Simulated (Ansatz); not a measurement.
SiGe (P6_3mc), stationary points along a deformation path

Method: DFT LDA, scalar-relativistic, plane waves, PAW (Ansatz 0.2.0). Settings: plane waves to 420 eV, k-mesh 12×12×8 (Γ-centred), Gaussian smearing 0.03 eV. No spin polarisation. Energies are free energies at this smearing, counted from the undisturbed cell; pressure is positive in compression.

The undisturbed cell (as given, not relaxed at this level; it stands at -2.1 GPa, and it needn't be the usual structure):

```
Si Ge
1.0
     3.90445    0.00000    0.00000
    -1.95223    3.38135    0.00000
     0.00000    0.00000    6.45078
Si Ge
2 2
Direct
  0.66667 0.33333 0.87461
  0.33333 0.66667 0.37461
  0.66667 0.33333 0.50039
  0.33333 0.66667 0.00039
```

At fixed volume and fractional coordinates, lengths along (0.000, 0.000, 1.000) are scaled against those across it; ρ is that ratio over its starting value. V = 21.291 Å³/atom. Δσ is the stress along the axis less the mean stress across it (compression positive).

| ρ | ΔE (meV/atom) | Δσ (GPa) | space group |
| --- | --- | --- | --- |
| 0.800 | 518.7 | 55.97 | P6_3mc |
| 0.850 | 264.1 | 38.71 | P6_3mc |
| 0.920 | 65.2 | 18.32 | P6_3mc |
| 0.960 | 15.1 | 8.46 | P6_3mc |
| 1.000 | 0.0 | -0.02 | P6_3mc |
| 1.050 | 20.0 | -9.01 | P6_3mc |
| 1.100 | 72.8 | -16.45 | P6_3mc |
| 1.200 | 238.8 | -25.33 | P6_3mc |
| 1.300 | 436.3 | -29.48 | P6_3mc |

Problem. How does the stress give the slope of the energy, and where is the energy stationary?

Solution. Along the path d ln(length) is 2/3 d ln ρ on the axis and −1/3 d ln ρ across it, so dE/d ln ρ = −(2/3) V Δσ: the energy falls with ρ where Δσ is positive. Δσ vanishes or changes sign at ρ = 1.000 (P6_3mc), a minimum at 0.0 meV/atom. Pairs of stationary points between two samples would go unseen, and could change a minimum read from distant neighbours into a maximum.

Problem. Integrate that slope from ρ = 1 to 1.200 by the trapezoid rule.

Solution. With V/N in Å³ and 1 eV/Å³ = 160.2 GPa the slopes at ρ = 1.000, 1.050, 1.100, 1.200 are 2, 798, 1457, 2244 meV/atom per unit of ln ρ. The steps add 19.5 + 52.5 + 161.0 = 233.0 meV/atom, against 238.8 from the energies; the trapezoid rule misses the curvature of the slope within each step.

Forces appear on the atoms along this scan, and letting them relax would lower the energy and soften the response. The gap closes along the scan, which can put kinks into the curve.

Cost: 9 runs of about 2.6 core-minutes in all, on Intel Xeon Processor @ 2.70GHz (shared hosts).